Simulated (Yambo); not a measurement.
A G0W0@PBEsol run in Yambo for a free-standing PdCl2 monolayer (symmetry P2_1/c, slab cell 15.7 Å high) (4×4×1 Γ-centred k mesh, bands 9 to 160 and a 5 Ry block in the screening, 160 bands in G with the Bruneval-Gonze terminator, plasmon pole fitted at 27.2 eV, slab-truncated Coulomb interaction, stochastic integration of W near q = 0) gives these matrix elements, in eV, at the band edges (Γ → (-0.5, 0)):

```csv
state,E0,<Vxc>,<Σx>,<Σc(E0)>,Z
valence edge,0.000,-19.996,-25.076,4.112,0.760
conduction edge,0.954,-19.311,-15.540,-2.200,0.771
```

Solve the linearised quasiparticle equation for both states, give the gap, and say how exchange and correlation each act on it.

E = E0 + Z(Σx + Σc − Vxc). Valence: 0.000 + 0.760 × (-25.076 + (4.112) − (-19.996)) = -0.74 eV. Conduction: 0.954 + 0.771 × (-15.540 + (-2.200) − (-19.311)) = 2.16 eV. The gap is 2.90 eV, against 0.95 eV in PBEsol. Replacing Vxc by bare exchange alone would open it by 8.85 eV; correlation takes back 6.31 eV of that, and Z scales what is left. Nearest settings tried, and what they do to the gap: 70 bands in W, 70 bands in G: +21 meV; 83 bands in W: +12 meV; 2 Ry block (143 vectors against 497): +282 meV; 2×4×1 mesh: -19 meV. Not varied: cell height. So the settings aren't converged at that level. Spin-orbit splittings are left out.

Geometry relaxed with PBEsol; primitive cell a = 6.367 Å, b = 3.961 Å, c = 15.700 Å, α = β = γ = 90.00°.

This is a model layer cut from the bulk structure; whether it is stable on its own was not checked.
